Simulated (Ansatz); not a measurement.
Antifluorite Mg2C was relaxed with 5 functionals in Ansatz, cell and atoms free, the symmetry of the start kept (meshes: PBE 8×8×8, r2SCAN 8×8×8, PBEsol 8×8×8, LDA 8×8×8, HSE06 6×6×6). These are computed values for a spin-unpolarised cell that may be hypothetical; none is a measurement.

The HSE06 result:
```yaml
crystal:
  lattice:
    - [0.00000, 2.70694, 2.70694]
    - [2.70694, 0.00000, 2.70694]
    - [2.70694, 2.70694, 0.00000]
  atoms:
    - { symbol: C, position: [0.00000, 0.00000, 0.00000] }
    - { symbol: Mg, position: [0.25000, 0.25000, 0.25000] }
    - { symbol: Mg, position: [0.75000, 0.75000, 0.75000] }
```

The symmetry is Fm-3m (No. 225, cubic); conventional cell a = 5.414 Å, 13.22 Å³ an atom. C has 8 Mg at 2.34 Å; Mg has 4 C at 2.34 Å.

Question: How does the cell change with r2SCAN?

Answer: a = 5.422 Å; the volume differs by +0.4 % from HSE06's. C is surrounded by 8 Mg at 2.35 Å; Mg is surrounded by 4 C at 2.35 Å.

Question: What lattice does LDA give?

Answer: a = 5.357 Å; the volume differs by -3.1 % from HSE06's. C has 8 Mg at 2.32 Å; Mg has 4 C at 2.32 Å.

Question: Held at the r2SCAN cell, what mean stress do LDA and PBE find, and does its sign point to their own minimum?

Answer: Yes. LDA -3.43 GPa, and its relaxed volume is -3.5 % from r2SCAN's; PBE +1.97 GPa, and its relaxed volume is +2.1 % from r2SCAN's. Compression counts positive, so a positive stress asks for a larger cell.
